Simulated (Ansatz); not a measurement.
Sn:
```yaml
crystal:
  lattice:
    - [3.05654, 0.00000, 0.00000]
    - [0.00000, 3.05654, 0.00000]
    - [0.00000, 0.00000, 3.05654]
  atoms:
    - { symbol: Sn, position: [0.50000, 0.50000, 0.50000] }
```

Relaxed with r²SCAN. Special points in fractions of this cell's reciprocal vectors: Γ (0.000, 0.000, 0.000); X (0.000, 0.500, 0.000); M (0.500, 0.500, 0.000); R (0.500, 0.500, 0.500).

List the band energies nearest the Fermi level at these points for DFT-r²SCAN in the program Ansatz with PAW potentials.

In eV from the Fermi level; about four levels below and three above (degenerate sets whole), none deeper than 8.9 eV; … stands for higher levels left out; points with the same levels are listed once.

```
k              below            above
-  -----------------  ---------------
Γ                  –   5.65 5.65 5.65
X        -8.11 -4.90  8.41 8.41 11.92
M  -4.58 -2.40 -2.40     3.14 11.49 …
R              -0.41   0.05 0.05 0.05
```

Space group Pm-3m. The cell is a constructed one: a structure type filled with these elements; neither database checked (COD, Materials Project) lists it. It is not the phase usual at ambient conditions (space group No. 141). Symmetry was held in the r²SCAN relaxation; its stability against distortions is not shown here. Spin–orbit coupling is left out wherever it is not named.

Potentials: the later of the program's two PAW sets.
